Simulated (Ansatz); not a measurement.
BIr:
```xyz
2
Lattice="2.7358 0.0000 0.0000 0.0000 2.7358 0.0000 0.0000 0.0000 2.7358" Properties=species:S:1:pos:R:3 pbc="T T T"
Ir     0.0000     0.0000     0.0000
B      1.3679     1.3679     1.3679
```

Relaxed with PBE. Special points in fractions of this cell's reciprocal vectors: Γ (0.000, 0.000, 0.000); X (0.000, 0.500, 0.000); M (0.500, 0.500, 0.000); R (0.500, 0.500, 0.500).

**Question.** List the band energies nearest the Fermi level at these points for plane-wave PAW PBE (Ansatz code).

**Answer.** In eV from the Fermi level; about four levels below and three above (degenerate sets whole), none deeper than 8.9 eV; points with the same levels are listed once.

| k | below | above |
|---|---|---|
| Γ | -7.03 -7.03 -1.34 -1.34 -1.34 | 1.38 1.38 1.38 |
| X | -6.23 -4.77 -4.77 -1.04 | 0.93 6.99 6.99 |
| M | -4.67 -4.67 -3.27 -3.27 | 0.55 3.49 3.76 |
| R | -8.84 -8.84 -8.84 -3.20 | 0.70 0.70 5.06 5.06 5.06 |

Space group Pm-3m (CsCl type). A made-up cell: these elements were put on the sites of a structure type; neither database checked (COD, Materials Project) lists it. Whether it is the stable phase at ambient conditions was not checked. Symmetry was held in the PBE relaxation; whether a distortion lowers the energy is not shown. The run is not spin-polarised. Spin–orbit coupling is left out wherever it is not named.

Potentials: the earlier of the program's two PAW sets.
